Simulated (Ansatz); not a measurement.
Te:
```cif
data_Te3
_chemical_formula_sum 'Te3'
_space_group_name_H-M_alt 'P3121'
_space_group_IT_number 152
_space_group_name_Hall 'P 31 2"'
_cell_length_a 4.31428
_cell_length_b 4.31428
_cell_length_c 5.97326
_cell_angle_alpha 90.000
_cell_angle_beta 90.000
_cell_angle_gamma 120.000
loop_
_atom_site_label
_atom_site_type_symbol
_atom_site_symmetry_multiplicity
_atom_site_Wyckoff_symbol
_atom_site_fract_x
_atom_site_fract_y
_atom_site_fract_z
_atom_site_occupancy
Te1 Te 3 a 0.71514 0.71514 0.00000 1
```

Relaxed at zero pressure with PBE+D3(BJ) (plane waves, PAW; program Ansatz).

Question: The volume is raised by 3 % and shape and atoms relax at that volume. What pressure results, and how do the axes share the change?

Answer: -0.9 GPa; a 1.5 %, b 1.5 %, c 0.0 %; the energy rises by 3 meV/atom.

Question: Give the new structure.

Answer: 
Space group P3₁21 (No. 152); a = b = 4.3792 Å, c = 5.9714 Å, α = β = 90.00°, γ = 120.00°

```csv
atom,site,symmetry,x,y,z
Te,3a,.2.,0.7205,0.7205,0.0000
```

The phase is kept; no other phase was compared at this pressure.

Space group P3_121 (trigonal Se type). Symmetry was held in the PBE+D3(BJ) relaxation. Scalar-relativistic: spin–orbit coupling is off unless named, which matters more the heavier the elements.

Potentials: the later of the program's two PAW sets.
